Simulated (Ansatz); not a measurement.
ScCo (CsCl type)

```yaml
crystal:
  lattice:
    - [3.07157, 0.00000, 0.00000]
    - [0.00000, 3.07157, 0.00000]
    - [0.00000, 0.00000, 3.07157]
  atoms:
    - { symbol: Sc, position: [0.50000, 0.50000, 0.50000] }
    - { symbol: Co, position: [0.00000, 0.00000, 0.00000] }
```

The volume is varied about the relaxed value V₀ at fixed cell shape. Symmetry pins the atoms to their sites.

Method: PBEsol (plane waves to 420 eV, PAW, scalar-relativistic; Ansatz, a quantum-chemistry and plane-wave program). k mesh 15×15×15 (Γ-centred), Fermi-Dirac smearing 0.05 eV. Compression counts positive. ScCo is run without spin polarisation. ScCo was relaxed with its symmetry unable to fall.

At one point of the scan the stress tensor (GPa) is:

```
  -10.1      0.0      0.0
    0.0    -10.1      0.0
    0.0      0.0    -10.1
```

Problem. Which point is it?
A) V/V₀ = 1.064
B) V/V₀ = 1.096
C) V/V₀ = 1.032
D) V/V₀ = 1.128

Solution. B, V/V₀ = 1.096

(Under strain, the slope of the energy per volume gives the stress and its curvature an elastic modulus.)
